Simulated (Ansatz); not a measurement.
Si:
```xyz
2
Lattice="0.0000 2.7008 2.7008 2.7008 0.0000 2.7008 2.7008 2.7008 0.0000" Properties=species:S:1:pos:R:3 pbc="T T T"
Si     4.0512     4.0512     4.0512
Si     2.7008     2.7008     2.7008
```

Relaxed with LDA.

Problem. List the phonon frequencies at the special points (DFPT on a 4×4×4 q-mesh, Fourier-interpolated; the program Ansatz at the LDA level (PAW)).

Solution. In cm⁻¹.

```json
[
 {"q": "Γ", "frequencies": "0 0 0 514 514 514"},
 {"q": "X", "frequencies": "135 135 409 409 461 461"},
 {"q": "U", "frequencies": "148 200 361 371 460 478"},
 {"q": "K", "frequencies": "148 200 361 371 460 478"},
 {"q": "L", "frequencies": "104 104 372 413 490 490"},
 {"q": "W", "frequencies": "197 197 352 352 467 467"}
]
```

Space group Fd-3m (diamond). The LDA relaxation kept the symmetry of its start.

Potentials: the earlier of the program's two PAW sets. The files were generated under PBE; for other functionals the program regenerates the frozen cores, and for LDA and PBEsol the local potential too.
